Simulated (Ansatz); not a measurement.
Relaxed CdS (zinc blende):

```
CELL_PARAMETERS angstrom
      0.00000     2.96331     2.96331
      2.96331     0.00000     2.96331
      2.96331     2.96331     0.00000
ATOMIC_POSITIONS crystal
  S  0.75000 0.75000 0.75000
  Cd 0.00000 0.00000 0.00000
```

Computed with PBE (plane waves to 420 eV, PAW, scalar-relativistic; Ansatz, a first-principles code). k mesh 8×8×8 (Γ-centred), Fermi-Dirac smearing 0.05 eV. CdS was relaxed with its symmetry unable to fall.

One atom of the cell was then moved (with its periodic images), all else fixed, and the forces (eV/Å) came out as:

```json
[
 {"atom": "S1", "Fx": "0.442", "Fy": "0.000", "Fz": "0.000"},
 {"atom": "Cd2", "Fx": "-0.442", "Fy": "0.000", "Fz": "0.000"}
]
```

With two atoms only their relative shift counts; take Cd2 as fixed.

Which atom was moved, and by which vector (Å)?

S1, by (-0.10, 0.00, 0.00), 0.10 Å in all.

(For displaced atoms, the force is minus the slope of the energy, and its curvature is a force constant, which sets phonon frequencies.)
